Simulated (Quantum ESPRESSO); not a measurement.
**Band energies of ZnS**

```
CELL_PARAMETERS angstrom
      3.78198     0.00000     0.00000
     -1.89099     3.27529     0.00000
      0.00000     0.00000     6.20398
ATOMIC_POSITIONS crystal
  S  0.33333 0.66667 0.37463
  S  0.66667 0.33333 0.87463
  Zn 0.33333 0.66667 0.00037
  Zn 0.66667 0.33333 0.50037
```

PBEsol (pw.x of Quantum ESPRESSO, ONCV potentials, without SOC); path ΓMKΓALHA,LM,KH; energies in eV from the valence-band maximum.

```csv
k (1/Å),point,band 22,band 23,band 24,band 25,band 26,band 27,band 28,band 29
0.00,Γ,-0.94,-0.94,-0.09,0.00,0.00,2.16,3.02,6.18
0.32,,-2.21,-1.36,-1.35,-0.35,-0.24,3.32,3.98,5.66
0.75,,-3.90,-3.43,-2.20,-1.43,-0.82,3.61,4.20,5.19
0.96,M,-4.25,-3.43,-2.34,-1.79,-0.93,3.51,4.20,4.96
1.07,,-4.24,-3.41,-2.48,-1.81,-1.07,3.75,4.38,4.87
1.51,K,-4.44,-4.04,-2.44,-2.44,-2.19,4.03,5.94,5.94
1.85,,-3.72,-3.30,-3.07,-1.58,-1.47,4.70,5.12,5.58
2.29,,-2.21,-1.65,-1.22,-0.36,-0.33,3.41,4.17,5.52
2.62,Γ,-0.94,-0.94,-0.09,0.00,0.00,2.16,3.02,6.18
3.13,A,-2.96,-0.49,-0.49,-0.49,-0.49,3.50,3.50,6.64
3.41,,-3.04,-1.31,-1.31,-0.78,-0.78,4.31,4.31,5.66
3.80,,-4.27,-1.81,-1.81,-1.47,-1.47,3.71,3.71,5.43
4.09,L,-5.02,-1.71,-1.71,-1.69,-1.69,3.41,3.41,5.08
4.53,,-4.90,-3.09,-3.09,-1.43,-1.43,4.36,4.36,6.20
4.64,H,-4.90,-3.20,-3.20,-1.42,-1.42,4.41,4.41,6.17
4.82,,-4.77,-2.94,-2.94,-1.47,-1.47,4.37,4.37,6.25
5.19,,-3.68,-1.80,-1.80,-1.57,-1.57,4.63,4.63,5.76
5.47,,-3.03,-1.25,-1.25,-0.79,-0.79,4.35,4.35,5.61
5.75,A,-2.96,-0.49,-0.49,-0.49,-0.49,3.50,3.50,6.64
5.75,L,-5.02,-1.71,-1.71,-1.69,-1.69,3.41,3.41,5.08
6.05,,-4.48,-2.96,-2.23,-1.56,-1.09,3.51,3.61,5.56
6.25,M,-4.25,-3.43,-2.34,-1.79,-0.93,3.51,4.20,4.96
6.25,K,-4.44,-4.04,-2.44,-2.44,-2.19,4.03,5.94,5.94
6.36,,-4.50,-4.00,-2.34,-2.34,-2.25,4.14,5.79,5.79
6.76,H,-4.90,-3.20,-3.20,-1.42,-1.42,4.41,4.41,6.17
```

The PBEsol gap is direct, 2.16 eV at Γ.

Geometry relaxed with PBEsol.
